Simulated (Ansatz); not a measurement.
Name crystals whose computed values (DFT-LDA in the program Ansatz with PAW potentials) fall in these windows: B₀ by P(V) fit (GPa) 22 to 29; gap (eV) 1.2 to 1.7; HSE06 gap (eV) 1.8 to 2.6.



```
crystal                                    B₀ by P(V) fit (GPa)  gap (eV)  HSE06 gap (eV)
-----------------------------------------  --------------------  --------  --------------
SbSBr, Pnma (Sb on 4c, S on 4c, Br on 4c)                  26.3      1.47            2.26
SbSI, Pnma (Sb on 4c, S on 4c, I on 4c)                    23.7      1.41            2.14
TlBr, Cmcm (Tl on 4c, Br on 4c)                            26.6      1.63            2.42
TlBr, rock salt                                            26.3      1.49            2.31
```
Others may fit too.

Standing as an ambient phase not checked: SbSBr, Pnma (Sb on 4c, S on 4c, Br on 4c); SbSI, Pnma (Sb on 4c, S on 4c, I on 4c); TlBr, Cmcm (Tl on 4c, Br on 4c); TlBr, rock salt. Weakly bound layers, chains or molecules computed without a dispersion correction, so cells and soft constants are ill determined: SbSBr, Pnma (Sb on 4c, S on 4c, Br on 4c); SbSI, Pnma (Sb on 4c, S on 4c, I on 4c); TlBr, Cmcm (Tl on 4c, Br on 4c). All cells were relaxed under the symmetry of their starts (and spin orders); stability against distortions was not tested throughout. Scalar-relativistic: spin–orbit coupling is off unless named, which matters more the heavier the elements.

Potentials: the later of the program's two PAW sets.
